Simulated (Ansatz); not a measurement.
SrTiO$_{3}$ (cubic perovskite)

```
SrTiO3
1.0
    3.93649     0.00000     0.00000
    0.00000     3.93649     0.00000
    0.00000     0.00000     3.93649
Sr Ti O
1 1 3
Direct
  0.00000   0.00000   0.00000
  0.50000   0.50000   0.50000
  0.00000   0.50000   0.50000
  0.50000   0.50000   0.00000
  0.50000   0.00000   0.50000
```

Two-dimensional scan of atom 1 (Sr, nearest neighbour O at 2.784 Å; its periodic images, 3.9 Å or more away, move with it): u runs along (1.000, 0.000, 0.000), v along (0.000, 1.000, 0.000) (Cartesian). Cell and other atoms are fixed.

These are PBE (plane waves to 420 eV, PAW, scalar-relativistic; Ansatz, a program for electronic structure) values and carry that method's errors. k mesh 7×7×7 (Γ-centred), Fermi-Dirac smearing 0.05 eV. The energy includes the smearing's −TS. Compression counts positive. Points where atoms come too close for the PAW data are left out (x in tables, blank in figures). SrTiO3 is run without spin polarisation. SrTiO3 was relaxed with its symmetry unable to fall. The PAW data are Ansatz's earlier set. The zero of ΔE is the undisplaced structure. Axes are in Å.

ΔE (meV/cell), with u across and v down:

```
v \ u   -0.700  -0.467  -0.233  0.000  0.233  0.467  0.700
------  ------  ------  ------  -----  -----  -----  -----
-0.700       x    2404    1363   1052   1363   2404      x
-0.467    2404    1205     592    409    592   1205   2404
-0.233    1363     592     206     92    206    592   1363
0.000     1052     409      92      0     92    409   1052
0.233     1363     592     206     92    206    592   1363
0.467     2404    1205     592    409    592   1205   2404
0.700        x    2404    1363   1052   1363   2404      x
```

P (GPa), with u across and v down:

```
v \ u   -0.700  -0.467  -0.233  0.000  0.233  0.467  0.700
------  ------  ------  ------  -----  -----  -----  -----
-0.700       x    20.4    13.5   11.3   13.5   20.4      x
-0.467    20.4    11.7     6.6    4.9    6.6   11.7   20.4
-0.233    13.5     6.6     2.5    1.2    2.5    6.6   13.5
0.000     11.3     4.9     1.2    0.0    1.2    4.9   11.3
0.233     13.5     6.6     2.5    1.2    2.5    6.6   13.5
0.467     20.4    11.7     6.6    4.9    6.6   11.7   20.4
0.700        x    20.4    13.5   11.3   13.5   20.4      x
```

Key numbers:

Principal force constants in the plane (five-point differences of the forces): 3.3 eV/Å², isotropic. Centre of the map: a minimum. Lowest place on the grid: u = 0.000 Å, v = 0.000 Å (0 meV/cell).

(For displaced atoms, the force is minus the slope of the energy, and its curvature is a force constant, which sets phonon frequencies.)
